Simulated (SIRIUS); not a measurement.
Consider a self-consistent single point of HfO₂ (P1, 12 atoms in the cell; from Materials Project mp-352, changed as shown).

```
HfO2
1.0
    5.20625     0.00000     0.00000
    0.00000     5.26395     0.00000
   -0.89544     0.00000     5.31742
Hf O
4 8
Direct
  0.27614   0.45806   0.70791
  0.72386   0.54194   0.29209
  0.72386   0.95806   0.79209
  0.27614   0.04194   0.20791
  0.44800   0.74253   0.97858
  0.55200   0.25747   0.02142
  0.55200   0.24253   0.52142
  0.44800   0.74987   0.47858
  0.06836   0.33076   0.34625
  0.93164   0.66924   0.65375
  0.93164   0.83076   0.15375
  0.06836   0.16924   0.84625
```

Computed with LDA (PW92), GBRV LDA ultrasoft pseudopotentials (plane waves; SIRIUS).

SIRIUS settings:

- parameters.ngridk = 4 3 3
- parameters.xc_functionals = [XC_LDA_X, XC_LDA_C_PW]
- parameters.gk_cutoff = 6.325 1/bohr
- parameters.pw_cutoff = 14.143 1/bohr
- parameters.smearing = gaussian
- parameters.smearing_width = 0.000367493 Ha
- potentials = GBRV LDA ultrasoft pseudopotentials
- parameters.electronic_structure_method = pseudopotential
- parameters.num_bands = 58
- parameters.num_mag_dims = 0
- parameters.num_dft_iter = 100
- parameters.energy_tol = 1e-07 Ha
- parameters.density_tol = 1e-06
- mixer.type = anderson
- mixer.beta = 0.7
- mixer.use_hartree = false

Results:

```
Property                                                   Value
------------------------------------------------  --------------
Number of valence electrons                                   96
Number of bands                                               58
Number of k-points after the program's reduction              19
Number of plane waves (most at a k-point)                   4212
Number of SCF iterations                                      22
FFT grid                                            48 × 48 × 48
Free energy E − TS                                -12173.3349 eV
Pressure                                              -20.38 GPa
Largest force (vector length)                         0.504 eV/Å
```

Forces (eV/Å):
| atom | Fx | Fy | Fz |
|---|---|---|---|
| Hf1 | -0.252 | -0.138 | -0.210 |
| Hf2 | 0.285 | 0.120 | 0.174 |
| Hf3 | 0.298 | -0.217 | 0.210 |
| Hf4 | -0.301 | 0.119 | -0.198 |
| O5 | 0.311 | 0.036 | -0.060 |
| O6 | -0.318 | -0.014 | 0.071 |
| O7 | -0.305 | -0.247 | 0.072 |
| O8 | 0.261 | 0.415 | -0.117 |
| O9 | 0.086 | -0.031 | 0.210 |
| O10 | -0.052 | -0.010 | -0.202 |
| O11 | -0.058 | 0.061 | -0.220 |
| O12 | 0.046 | -0.093 | 0.271 |

Stress (GPa, positive for compression):
```
-20.44   -0.03   -1.38
 -0.03  -20.68    0.02
 -1.38    0.02  -20.02
```

For comparison: a first run was changed to give this one (atom 8 moved by -0.04 angstrom along y), and from it to this one the free energy is nearly the same (within 1 meV/atom), the pressure hardly changes (-20.40 to -20.38 GPa) and the largest force goes from 0.382 to 0.504 eV/Å.

Spin-orbit coupling is left out, which matters for bands and gaps with elements this heavy. The structure comes from a collection of computed structures, made at another level of theory; the collection holds predicted forms beside known ones. Its lattice was then scaled. At this pressure the cell is far from its equilibrium volume at this level.

Cost on one core: about 4 core-minutes (a rough figure).
